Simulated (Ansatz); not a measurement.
# Density of states of CuI₂

```yaml
crystal:
  lattice:
    - [3.94698, 0.00000, 0.00000]
    - [-1.97349, 3.41819, 0.00000]
    - [0.00000, 0.00000, 7.62528]
  atoms:
    - { symbol: Cu, position: [0.00000, 0.00000, 0.00000] }
    - { symbol: I, position: [0.33333, 0.66667, 0.20956] }
    - { symbol: I, position: [0.66667, 0.33333, 0.79044] }
```

The cell was built from the CdI2 type and relaxed in the same program, and has space group P-3m1; it needn't be a known or the stable phase.

No spin–orbit coupling, which matters for the heavy atoms here.

Level of theory: DFT, PBE, all-electron LAPW, scalar-relativistic in Ansatz 0.2.0.

Sampling and basis: a Γ-centred 13×13×7 k mesh, Fermi–Dirac smearing of 0.08 eV, basis error target 1 meV/atom, no spin polarisation.

States per eV and cell, averaged over 0.6 eV, from -12.4 to 6.6 eV, with energies (bin centres) from the Fermi level; empty bins are left out. The partial columns, the largest 3 alone, are projections on Löwdin-orthogonalised atomic shells (those that the program's projection atoms carry: the occupied ones and, for some elements, an empty d or f shell; other empty shells have no column), summed over atoms of an element. Weights on diffuse s and p shells depend on that basis and aren't pure angular character.

| E (eV) | total | I 5p | Cu 3d | I 5s |
| --- | --- | --- | --- | --- |
| -12.2 | 5.46 | 0.05 | 0.07 | 5.25 |
| -5.0 | 0.45 | 0.31 | 0.03 | 0.01 |
| -4.4 | 2.18 | 1.49 | 0.12 | 0.09 |
| -3.8 | 3.13 | 2.56 | 0.34 | 0.07 |
| -3.2 | 2.81 | 1.61 | 1.14 | 0.00 |
| -2.6 | 6.79 | 2.97 | 3.69 | 0.04 |
| -2.0 | 8.42 | 1.97 | 6.30 | 0.03 |
| -1.4 | 5.08 | 2.41 | 2.58 | 0.01 |
| -0.8 | 1.82 | 1.33 | 0.46 | 0.01 |
| -0.2 | 5.27 | 3.48 | 1.71 | 0.03 |
| 0.4 | 0.72 | 0.53 | 0.18 | 0.00 |
| 2.8 | 0.32 | 0.08 | 0.00 | 0.01 |
| 3.4 | 1.38 | 0.37 | 0.01 | 0.02 |
| 4.0 | 1.25 | 0.32 | 0.00 | 0.05 |
| 4.6 | 0.38 | 0.09 | 0.00 | 0.03 |
| 5.2 | 1.59 | 0.04 | 0.00 | 0.01 |
| 5.8 | 2.26 | 0.04 | 0.00 | 0.01 |
| 6.4 | 3.02 | 0.05 | 0.00 | 0.00 |

Problem. Where is the centre of the filled Cu 3d states between -14 eV and the top of the filled states?

Solution. -2.01 eV from the Fermi level.
